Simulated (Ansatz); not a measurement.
**PtSe: a two-dimensional sheet**

The cell was found from a structure generator's guess, not taken from experiment.

These are results of DFT PBE, scalar-relativistic, plane waves, PAW in Ansatz 0.2.0, not measurements. Settings: cutoff 420 eV, Γ-centred mesh 18×18×1 on the computed 2-atom cell, Gaussian smearing of 0.10 eV; no spin polarisation.

Only a and b repeat, and vacuum parts the sheet from its images along c.

```xyz
2
Lattice="3.8512 0.0000 0.0000 -1.9256 3.3352 0.0000 0.0000 0.0000 26.4066" Properties=species:S:1:pos:R:3 pbc="T T F"
Pt    0.0000    0.0000    8.4373
Se    1.9256    1.1117    7.5627
```

The zero of energy is the elements' standard structures at the same level; no fitted shifts are applied.

```yaml
Layer_group: p3m1 (No. 69)
In-plane_cell: a = 3.851 Å, b = 3.851 Å, γ = 120.0°
Area_per_atom: 6.42 Å²
Thickness_between_the_outermost_nuclei: 0.87 Å
Energy_over_the_elements: +0.27 eV/atom
Band_gap_over_mesh_and_path: none (metal or semimetal)
Density_of_states_at_the_Fermi_level: 1.9 states/eV per cell
Löwdin_character_within_0.5_eV_of_the_Fermi_level: Pt 5d 47 %, Se 4p 47 %
Bader_charges_e: Pt1 -0.08, Se2 0.08
```

Levels along Γ–M–K–Γ, in eV from the Fermi level, sorted by energy at each point. Points in fractions of the primitive reciprocal vectors: Γ (0.000 0.000 0.000), M (0.500 0.000 0.000), K (0.333 0.333 0.000).
```csv
point,"k (1/Å, with 2π)",band 14,band 15,band 16,band 17,band 18,band 19,band 20
Γ,0.000,-2.72,-2.72,-1.57,2.03,2.03,2.03,4.01
-,0.135,-2.74,-2.72,-1.54,1.63,1.94,2.20,4.24
-,0.269,-2.79,-2.74,-1.47,0.96,1.69,2.40,4.60
-,0.404,-2.83,-2.74,-1.44,0.23,1.32,2.65,4.79
-,0.538,-2.84,-2.73,-1.52,-0.41,0.91,2.84,4.81
-,0.673,-2.78,-2.68,-1.79,-0.84,0.51,2.87,4.92
-,0.807,-2.65,-2.62,-2.16,-1.07,0.21,2.81,5.20
M,0.942,-2.59,-2.50,-2.41,-1.15,0.10,2.77,5.36
-,1.020,-2.65,-2.49,-2.36,-1.16,0.08,2.79,5.45
-,1.097,-2.77,-2.48,-2.26,-1.20,0.02,2.85,5.68
-,1.175,-2.92,-2.47,-2.16,-1.24,-0.07,2.94,6.01
-,1.253,-3.08,-2.46,-2.08,-1.25,-0.16,3.04,6.29
-,1.330,-3.24,-2.44,-2.02,-1.22,-0.26,3.14,6.25
-,1.408,-3.37,-2.42,-2.00,-1.16,-0.35,3.20,6.09
K,1.486,-3.42,-2.42,-2.00,-1.13,-0.39,3.23,6.02
-,1.641,-3.21,-2.44,-1.99,-1.25,-0.22,3.17,6.22
-,1.796,-2.89,-2.51,-1.83,-1.34,0.12,3.08,5.97
-,1.952,-2.83,-2.66,-1.48,-0.96,0.52,2.97,5.42
-,2.107,-2.83,-2.74,-1.41,-0.12,1.01,2.77,5.04
-,2.263,-2.80,-2.74,-1.45,0.75,1.53,2.49,4.72
-,2.418,-2.74,-2.73,-1.53,1.54,1.91,2.23,4.30
Γ,2.573,-2.72,-2.72,-1.57,2.03,2.03,2.03,4.01
```

The last run used an 18×18×1 mesh for its 2-atom cell and Gaussian smearing of 0.10 eV. Spin–orbit coupling, which can matter for Pt, is left out. The reference form of Se is held partly by dispersion forces, which this level lacks.
